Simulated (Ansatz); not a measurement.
## TaRu: moving Ta off its site

TaRu, P4/mmm, a = 3.053 Å, c = 3.389 Å (as given, not relaxed at this level: -1.3 GPa). The structure is a COD entry; whether it is the stable form wasn't checked. Ansatz: r2SCAN, PAW, 500 eV, Γ-centred 16×16×14 mesh on 2 atoms, Gaussian smearing 0.15 eV; no spin polarisation.

```xyz
2
Lattice="3.0530 0.0000 0.0000 0.0000 3.0530 0.0000 0.0000 0.0000 3.3890" Properties=species:S:1:pos:R:3 pbc="T T T"
Ta    1.5265    1.5265    1.6945
Ru    0.0000    0.0000    0.0000
```

Atom 1 (Ta) moves by x along the unit vector (0.000, 0.000, 1.000), with its periodic images; all else is held. y is the free energy of the cell over the start, F the force along the path summed over the moved atoms. Symmetry makes y even in x.

```
  x (Å) y (meV) F (eV/Å)
-0.5000        ?         ?
-0.2500    191.4      1.70
 0.0000      0.0      0.00
 0.0625      9.9     -0.32
 0.1250     41.7     -0.71
 0.1875    100.8     -1.20
 0.3125    315.1     -2.27
 0.3750    475.8     -2.86
 0.4375    667.1     -3.22
```

Problem. Fit y = c2 x² + c4 x⁴ to the energies of the other rows, give the force constant, and predict energy and force of the missing row.

Solution. Least squares on the rows shown. y = 2900.8 x² + 3140.2 x⁴. The force constant is 2 c2 = 5.80 eV/Å² (for all images moving together, not for a lone atom). The force −dy/dx at the missing row is 4.47 eV/Å (computed 3.49). With a term in x⁶ added, the coefficient of x² becomes 2614, 10 % less, which shows how far this figure hangs on the form. At x = -0.5000 the fit asked for gives 921.5 meV. The run gave 876.5 meV, so the fit is 45.0 meV too high, 5.1 % of the span of the series, against an rms of 3.8 meV on the fitted rows. The row lies outside the fitted range. With a term in x⁶ added, a fit to the same known rows predicts 870.2 meV, so most of the miss is curvature that the known rows already hold.

Spin–orbit coupling is left out, which can shift energies with elements as heavy as these.